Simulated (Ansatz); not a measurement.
GaBi (rock salt, Fm-3m) under volume change, PBEsol in the plane-wave PAW code Ansatz, scaled uniformly.

```tsv
V (Å³/atom)	E − E(relaxed) (meV/atom)	P (GPa)
23.194	43.5	6.65
23.959	18.2	4.04
24.724	4.3	1.85
25.488	0.0	0.00
26.253	[?]	[?]
27.018	[?]	[?]
27.782	30.8	-3.95
```

### Question
Complete the blanks.

### Answer

- 27.018, E − E(relaxed) (meV/atom): 14.4
- 27.018, P (GPa): -2.86
- 26.253, E − E(relaxed) (meV/atom): 3.8
- 26.253, P (GPa): -1.55

### Question
What does a third-order Birch–Murnaghan fit give for V₀, B₀ and B′?

### Answer
V₀ = 25.49 Å³/atom, B₀ = 56.3 GPa, B′ = 4.7.

A made-up cell: these elements were put on the sites of a structure type; neither database checked (COD, Materials Project) lists it. Its standing as an ambient phase is unchecked. Symmetry was held in the PBEsol relaxation; of distortions, only those at the zone centre were tested. Spin–orbit coupling is left out wherever it is not named.

Potentials: the later of the program's two PAW sets.
